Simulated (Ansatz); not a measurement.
Sb (A7 type, space group R-3m)

```
CELL_PARAMETERS angstrom
      2.16078     1.24753     3.67966
     -2.16078     1.24753     3.67966
      0.00000    -2.49506     3.67966
ATOMIC_POSITIONS crystal
  Sb 0.23639 0.23639 0.23639
  Sb 0.76361 0.76361 0.76361
```

The slice is a (-1 1 0 4) plane (indices of the conventional cell) through the point (0.764, 0.764, 0.764) (fractional), spanned by u = [1 0 -1] and v = [1 -1 1] in vectors of this cell: u (4.32 Å) and v (6.20 Å, at 90° to u). It covers one period; positions are fractions (u, v).

Level of theory: PBE-D3(BJ) (plane waves to 420 eV, PAW, scalar-relativistic; Ansatz, a quantum-chemistry and plane-wave program). k mesh 13×13×13. Near the nuclei the fields are pseudised (PAW); where an atom keeps semicore shells as valence, they peak there. Sb was relaxed with its symmetry unable to fall. Spin-orbit coupling is left out, though Sb is heavy. The PAW data are Ansatz's earlier set.

Question: Sketch the electrostatic potential energy of an electron, from the cell's mean on this plane as a map.

Answer: 
```
|xxxxxxxxxx0022668888888888662200xxxxxxxx|
|xxxxxxxxxx0044778888998888774400xxxxxxxx|
|xxxxxxxx00115577889999998877551100xxxxxx|
|xxxxxx000044778899999999998877440000xxxx|
|0000002244668899999999999999886644220000|
|2233445577888899999999999999888877554433|
|5566667788889999999999999999998888776666|
|5555667788889999999999999999998888776655|
|2233445566888899999999999999888866554433|
|0000001144668899999999999999886644110000|
|xxxxxx000044778899999999998877440000xxxx|
|xxxxxxxx00115577889999998877551100xxxxxx|
|xxxxxxxxxx0044778899999988774400xxxxxxxx|
|xxxxxxxxxx0033668899999988663300xxxxxxxx|
|xxxxxxxxxx0022668899999988662200xxxxxxxx|
|xxxxxxxxxx0033668899999988663300xxxxxxxx|
|xxxxxxxx00004477889999998877440000xxxxxx|
|xxxxxxxx00226677889999998877662200xxxxxx|
|xxxx0000225577889999999999887755220000xx|
|0000003355778899999999999999887755330000|
|2233445566778899999999999999887766554433|
|1122334466778899999999999999887766443322|
|0000001144668888999999999988886644110000|
|xxxxxx000044668899999999998866440000xxxx|
|xxxxxxxx00115577889999998877551100xxxxxx|
|xxxxxxxxxx0033668899999988663300xxxxxxxx|
|xxxxxxxxxx0022668888998888662200xxxxxxxx|
|xxxxxxxxxx0022668888888888662200xxxxxxxx|
```
Scale: ten equal steps from 0.00 (start of '0') to 8.41 (end of '9'), in the order '0123456789'. Values: electrostatic potential energy of an electron, from the cell's mean, in eV. The map has 20 points along u (two characters each, u = 0 at the left) and 28 along v (v = 0 in the bottom row). Points within 1 Å of a nucleus are blanked (x), as the pseudised field means little there. Values under 0 eV are set to 0. The zero, the cell's mean, hangs on the PAW cores.
